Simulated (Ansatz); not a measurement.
The relaxed structure here is a generated cell of SnO: the first start was made by placing the elements on the sites of a structure type, and the end was not matched to a known phase here, so it may be hypothetical. Known forms of SnO include space group No. 129.

The end point of a relaxation of SnO. Method: PBEsol (plane waves to 420 eV, PAW, scalar-relativistic; Ansatz, a program for electronic structure).

```xyz
4
Lattice="4.1144 0.0000 0.0000 -2.0572 3.5631 0.0000 0.0000 0.0000 5.1337" Properties=species:S:1:pos:R:3 pbc="T T T"
Sn     0.0000     2.3754     1.2834
Sn     2.0572     1.1877     3.8503
O      0.0000     2.3754     3.8503
O      2.0572     1.1877     1.2834
```

**Question.** Determine the symmetry and give the standard cell with its independent sites.

**Answer.** Space group P6₃/mmc (No. 194); a = b = 4.1144 Å, c = 5.1337 Å, α = β = 90.00°, γ = 120.00°

```tsv
atom	site	symmetry	x	y	z
Sn	2c	-6m2	0.3333	0.6667	0.2500
O	2d	-6m2	0.6667	0.3333	0.2500
```

**Question.** Give the shortest distances between elements (the closest pairs, up to four, under 3.6 Å).

**Answer.** O–Sn 2.38 Å; Sn–Sn 3.50 Å; O–O 3.50 Å.

- Volume per atom: 18.82 Å³
- Density: 5.94 g/cm³
- Band gap: 0.33 eV, direct at H (no spin-orbit coupling)

No spin polarisation in the result.

The run could not lower the symmetry of its start; a shaken copy of this end point relaxes with PBEsol to P4/nmm (No. 129), 0.49 eV/atom lower.
